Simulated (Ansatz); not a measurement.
CaP:
```
CELL_PARAMETERS angstrom
      7.63649     0.00000     0.00000
     -3.81825     6.61340     0.00000
      0.00000     0.00000     5.72400
ATOMIC_POSITIONS crystal
  Ca 0.00000 0.64281 0.50000
  Ca 0.64281 0.00000 0.50000
  Ca 0.35719 0.35719 0.50000
  Ca 0.00000 0.30834 0.00000
  Ca 0.30834 0.00000 0.00000
  Ca 0.69166 0.69166 0.00000
  P  0.66667 0.33333 0.20077
  P  0.66667 0.33333 0.79923
  P  0.33333 0.66667 0.20077
  P  0.33333 0.66667 0.79923
  P  0.00000 0.00000 0.69585
  P  0.00000 0.00000 0.30415
```

Relaxed with r²SCAN. Special points in fractions of this cell's reciprocal vectors: Γ (0.000, 0.000, 0.000); M (0.500, 0.000, 0.000); K (0.333, 0.333, 0.000); A (0.000, 0.000, 0.500); L (0.500, 0.000, 0.500); H (0.333, 0.333, 0.500).

### Question
List the band energies nearest the valence-band maximum at these points for plane-wave PAW r²SCAN (Ansatz code).

### Answer
In eV from the valence-band maximum; about four levels below and three above (degenerate sets whole), none deeper than 8.9 eV; points with the same levels are listed once.

```csv
k,below,above
Γ,-1.26 -1.26 0.00 0.00,1.59 1.75 1.75
M,-0.92 -0.91 -0.71 -0.68,0.81 1.24 1.35
K,-1.09 -0.79 -0.76 -0.76,0.95 1.10 1.10
A,-1.39 -1.39 -1.06 -1.06,0.61 0.99 1.21
L,-1.36 -1.30 -1.23 -1.05,0.81 0.92 0.92
H,-1.39 -1.39 -1.28 -1.28 -0.94,0.86 0.86 0.92
```

Space group P-62m. The first step of the workflow began from a Materials Project structure, measured or hypothetical; the Crystallography Open Database copy checked does not list it. Its standing as an ambient phase is unchecked. Symmetry was held in the r²SCAN relaxation; its stability against distortions is not shown here.

Potentials: the later of the program's two PAW sets.
